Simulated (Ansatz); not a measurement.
Relaxed-ion elastic tensor of Ba₃CaTa₂O₉ in space group P-3m1 (No. 164; Pearson symbol hP15) in GPa (Voigt order), plane-wave PAW LDA (Ansatz code); density 7.55 g/cm³, 14.05 Å³ per atom.

```
  265   90.6    100   17.5    0.0    0.0
 90.6    265    100  -17.5    0.0    0.0
  100    100    244    0.0    0.0    0.0
 17.5  -17.5    0.0   93.6    0.0    0.0
  0.0    0.0    0.0    0.0   93.6   17.5
  0.0    0.0    0.0    0.0   17.5   87.2
```

Q: Is the crystal mechanically stable?

A: Yes: the smallest eigenvalue of C is 72.6 GPa.

Q: Work out the Voigt, Reuss and Hill averages.

A: K_V = 151, K_R = 151, K_H = 151; G_V = 87.0, G_R = 83.8, G_H = 85.4 GPa.

Q: Give Young's modulus, Poisson's ratio, Pugh's ratio and the universal anisotropy index.

A: E = 9KG/(3K + G) = 216 GPa; ν = 0.26; K/G = 1.76 (near the Pugh limit of 1.75, no verdict); A_U = 5G_V/G_R + K_V/K_R − 6 = 0.19.

Q: Estimate the sound speeds and the Debye temperature.

A: v_l = √((K + 4G/3)/ρ) = 5920 m/s, v_t = √(G/ρ) = 3360 m/s, mean 3740 m/s; Θ = (h/k)(3n/4πV)^(1/3) v_m = 461 K.

Q: How much does each axis shrink under pressure?

A: Linear compressibilities β_i = Σ_j S_ij (j = 1 to 3): x 2.2, y 2.2, z 2.3 per TPa.

The first step of the workflow began from a Materials Project structure, measured or hypothetical; the Crystallography Open Database copy checked does not list it. Whether it is the stable phase at ambient conditions was not checked. Symmetry was held in the LDA relaxation; of distortions, only those at the zone centre were tested, and some modes there are weakly imaginary. No spin polarisation was allowed. Spin–orbit coupling is left out wherever it is not named.

Potentials: the later of the program's two PAW sets.
